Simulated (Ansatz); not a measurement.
PtRhN2:
```cif
data_N6Pt3Rh3
_chemical_formula_sum 'Rh3 Pt3 N6'
_space_group_name_H-M_alt 'R-3m :H'
_space_group_IT_number 166
_space_group_name_Hall '-R 3 2"'
_cell_length_a 2.94189
_cell_length_b 2.94189
_cell_length_c 18.64181
_cell_angle_alpha 90.000
_cell_angle_beta 90.000
_cell_angle_gamma 120.000
loop_
_atom_site_label
_atom_site_type_symbol
_atom_site_symmetry_multiplicity
_atom_site_Wyckoff_symbol
_atom_site_fract_x
_atom_site_fract_y
_atom_site_fract_z
_atom_site_occupancy
Rh1 Rh 3 b 0.00000 0.00000 0.50000 1
Pt1 Pt 3 a 0.00000 0.00000 0.00000 1
N1 N 6 c 0.00000 0.00000 0.10455 1
```
(The calculation used a cell of 4 atoms; values per cell refer to that cell.)

Relaxed at zero pressure with plane-wave PAW PBE (Ansatz code).

Problem. The volume is raised by 6 % and shape and atoms relax at that volume. What pressure results, and how do the axes share the change?

Solution. -10.9 GPa; a 2.8 %, b 2.8 %, c 0.3 %; the energy rises by 25 meV/atom.

Problem. Give the new structure.

Solution. 
Space group R-3m, hexagonal axes (No. 166); a = b = 3.0244 Å, c = 18.6968 Å, α = β = 90.00°, γ = 120.00°

```tsv
atom	site	symmetry	x	y	z
Rh	3b	-3m	0.0000	0.0000	0.5000
Pt	3a	-3m	0.0000	0.0000	0.0000
N	6c	3m	0.0000	0.0000	0.1054
```

The phase is kept; no other phase was compared at this pressure.

The start of the workflow was typed in or built on a structure type; neither database checked (COD, Materials Project) lists it. Its standing as an ambient phase is unchecked. The cell was relaxed with PBE under the symmetry of its start; whether a distortion lowers the energy is not shown. The workflow began spin-polarised and lost its moments. Its formation energy is positive at this level, so the cell may be metastable or incomplete. Spin–orbit coupling is left out wherever it is not named.

Potentials: the later of the program's two PAW sets.
